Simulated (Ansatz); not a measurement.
NiBi:
```yaml
crystal:
  lattice:
    - [4.11796, 0.00000, 0.00000]
    - [-2.05898, 3.56626, 0.00000]
    - [0.00000, 0.00000, 5.24013]
  atoms:
    - { symbol: Ni, position: [0.00000, 0.00000, 0.50000] }
    - { symbol: Ni, position: [0.00000, 0.00000, 0.00000] }
    - { symbol: Bi, position: [0.33333, 0.66667, 0.25000] }
    - { symbol: Bi, position: [0.66667, 0.33333, 0.75000] }
```

Relaxed with r²SCAN. Special points in fractions of this cell's reciprocal vectors: Γ (0.000, 0.000, 0.000); M (0.500, 0.000, 0.000); K (0.333, 0.333, 0.000); A (0.000, 0.000, 0.500); L (0.500, 0.000, 0.500); H (0.333, 0.333, 0.500).

Task: List the band energies nearest the Fermi level at these points for the program Ansatz at the r²SCAN level (PAW).

Result: In eV from the Fermi level; about four levels below and three above (degenerate sets whole), none deeper than 8.9 eV; points with the same levels are listed once.

| k | below | above |
|---|---|---|
| Γ | -1.67 -1.67 -1.06 -1.06 | 0.15 0.80 0.80 |
| M | -1.31 -1.11 -1.05 -0.65 | 1.39 3.91 4.17 |
| K | -1.10 -1.10 -0.25 -0.25 | 0.46 0.46 3.31 |
| A | -1.77 -1.77 -1.77 -1.77 -0.23 -0.23 | 2.13 2.13 2.13 2.13 |
| L | -1.64 -1.64 -1.55 -1.55 | 0.45 0.45 1.46 1.46 |
| H | -1.15 -1.15 -1.11 -1.11 | 4.60 4.60 7.36 7.36 |

Space group P6_3/mmc (NiAs type). The first step of the workflow began from a Materials Project structure, measured or hypothetical; the Crystallography Open Database copy checked does not list it. Whether it is the stable phase at ambient conditions was not checked. Symmetry was held in the r²SCAN relaxation; whether a distortion lowers the energy is not shown. The run is not spin-polarised. Spin–orbit coupling is left out wherever it is not named.

Potentials: the later of the program's two PAW sets.
